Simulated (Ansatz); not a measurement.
Cs$_{2}$P$_{2}$Pd:
```
Cs2P2Pd
1.0
    3.45427    -7.49904     0.00000
    3.45427     7.49904     0.00000
    0.00000     0.00000     6.21955
Cs P Pd
4 4 2
Direct
  0.78749   0.21251   0.25000
  0.21251   0.78749   0.75000
  0.41721   0.58279   0.25000
  0.58279   0.41721   0.75000
  0.94281   0.74392   0.25000
  0.05719   0.25608   0.75000
  0.74392   0.94281   0.75000
  0.25608   0.05719   0.25000
  0.00000   0.00000   0.00000
  0.00000   0.00000   0.50000
```

Relaxed with r²SCAN.

Q: Map the electron localisation function on the plane through (0.787, 0.213, 0.250) spanned by u = [1, 1, 0] and v = [1, -1, 0] in lattice vectors, from plane-wave PAW r²SCAN (Ansatz code).

A: x is the fraction of u, y of v (the angle between them is 90°; rows are the nearest grid lines); atoms in the plane: Cs at (0.00, 0.00), Cs at (0.50, 0.50), Cs at (0.00, 0.63), Cs at (0.50, 0.13), P at (0.34, 0.81), P at (0.84, 0.31), P at (0.16, 0.31), P at (0.66, 0.81).
```
|  :#@@@#=.                .=#@@@#:  |
|@@@@@%+:   .:::......:::.   :+%@@@@@|
|@@%#+:. .:=***+=-::-=+***=:. .:+#%@@|
|    .-*%@@@@@@%##**##%@@@@@@%*-.    |
|  .-*%@@@%-   .*%%%%*.   -%@@@%*-.  |
|   .:+#%%%#+==+******+==+#%%%#+:.   |
|     .-+#%%%%#*+=--=+*#%%%%#+-.     |
|@@@%*-.  .:::::......:::::.  .-*%@@@|
| .+%@@%+.     ........     .+%@@%+. |
|-=#@@@%*:     ..::::..     :*%@@@#=-|
|@@@@@%#-   .-*#%%%%%%#*-.   -#%@@@@@|
|+++-:    .+%@@@#=..=#@@@%+.    :-+++|
|         .=#@@@#=..=#@@@#=.         |
|:--+***+-.  .=*%@@@@%*=.  .-+***+--:|
|=+*#%%@@%#+:  .:-==-:.  :+#%@@%%#*+=|
|%%%#**#@@@@@%*-.    .-*%@@@@@#**#%%%|
|##*:    =%@%%*=.    .=*%%@%=    :*##|
|--=*##%%%#*=:          :=*#%%%##*=--|
|..:-=+**+=:   .-+**+-.   :=+**+=-:..|
|.......    -#@@@@%%@@@@#-    .......|
|         .+%@@%+    +%@@%+.         |
|@%%%#+:   .+%@@@@@@@@@@%+.   :+#%%%@|
|@@@@@%#=   .=#%%%@@%%%#=.   =#%@@@@@|
|  :#@@@#=.                .=#@@@#:  |
```
Scale: ten equal steps from -0.002 (start of ' ') to 0.932 (end of '@'), in the order ' .:-=+*#%@'; x runs from 0.000 to 1.00, y from 0.000 (bottom) to 1.00 (top).

The density is the valence pseudo-density with augmentation charge, so density and ELF within about 1 Å of a nucleus are not all-electron values.

Space group Cmcm. The workflow started from a Materials Project entry (that database holds measured and hypothetical structures alike); the Crystallography Open Database copy checked does not list it. Its standing as an ambient phase is unchecked. Symmetry was held in the r²SCAN relaxation; whether a distortion lowers the energy is not shown. The run is not spin-polarised. Scalar-relativistic: spin–orbit coupling is off unless named, which matters more the heavier the elements.

Potentials: the later of the program's two PAW sets.
